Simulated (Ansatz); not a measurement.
PdPt (R-3m); total moment held at 0.8 μB.

```
CELL_PARAMETERS angstrom
1.38340 0.79871 4.56037
-1.38340 0.79871 4.56037
0.00000 -1.59741 4.56037
ATOMIC_POSITIONS crystal
Pd 0.00000 0.00000 0.00000
Pt 0.50000 0.50000 0.50000
```

Geometry: a structure from the Materials Project; nothing is relaxed.

Settings: LDA, 12×12×12 k mesh, Fermi–Dirac smearing of 0.03 eV. PAW means Ansatz 0.2.0 on its default frozen-core files. Site moments are integrated in spheres about the atoms. Start moments (μB): Pd1 0.4, Pt2 0.4.

Iteration by iteration:

```tsv
iteration	Harris–Foulkes energy less the last (meV)	density residual (eV)	M (μB)	∫|m| (μB)
1	-2826.263	2.0e+01	0.8000	0.8002
2	-558.739	1.7e+00	0.8000	0.8035
3	-168.424	5.4e-01	0.8000	0.8067
4	-2.387	3.2e-02	0.8000	0.8127
5	-0.224	1.7e-03	0.8000	0.8151
6	-0.021	1.4e-04	0.8000	0.8151
7	-0.007	2.8e-05	0.8000	0.8151
8	0.000	4.3e-07	0.8000	0.8151
9	0.000	1.3e-08	0.8000	0.8150
10	0.000	6.5e-10	0.8000	0.8150
```

Site moments (μB): Pd1 0.42, Pt2 0.38. Cell moment 0.80 μB.

The PAW files were made with PBE; the program remakes their cores once for the run's functional and then keeps them frozen. The Ansatz runs typed with the search for lower states off end where their start leads. Spin–orbit coupling is left out although heavy atoms are present. None of this fixes the real material's magnetic order: only patterns that fit the cell were computed, at zero temperature, with a functional that can overstate moments.
